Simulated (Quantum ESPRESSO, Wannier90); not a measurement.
Tight-binding from DFT: Cs₂O (R-3m)

```xyz
3
Lattice="-2.0990 3.6355 0.0000 -4.1979 0.0000 0.0000 -2.0990 1.2118 6.6980" Properties=species:S:1:pos:R:3 pbc="T T T"
Cs     2.0990    -1.2118    -1.5162
Cs    -2.0990     1.2118     1.5162
O      0.0000     0.0000     0.0000
```

Materials Project entry mp-7988; symmetrised, unrelaxed at this level. COD (Crystallography Open Database) has an entry of this formula and space group (matched by these alone). Method: PBEsol plane waves in Quantum ESPRESSO 7.5 (PseudoDojo norm-conserving files, 68 Ry, no spin polarisation, no spin-orbit coupling), Bloch states on a 8×8×8 mesh through Γ, Wannier90 4.0.1. Density: 8×8×8 mesh, Gaussian smearing 0.01 Ry. Spin-orbit coupling is left out although heavy elements are present.

Bands 3,10-12 form an isolated set from -14.70 to 0.00 eV relative to the valence-band maximum (on the path) and are turned into 4 Wannier functions by minimising the spread from the start: s and p on O. Bands 4–9 (Cs 5p 96 %) lie between the kept ones and are excluded.

Centres (Cartesian, Å; one of the equivalent choices) and spreads:

```
n       x       y       z  spread (Å²)  nearest atom
-  ------  ------  ------  -----------  ------------
1   0.208  -0.190  -0.069        2.106            O3
2   0.029   0.088   0.290        1.854            O3
3  -0.258  -0.126  -0.040        2.120            O3
4   0.020   0.228  -0.181        2.028            O3
```

Ω_I = 7.73 Å², Ω_total = 8.11 Å²; the interpolated bands follow pw.x to 0.4 meV rms on the path. It is the lowest total spread that any start reached here.
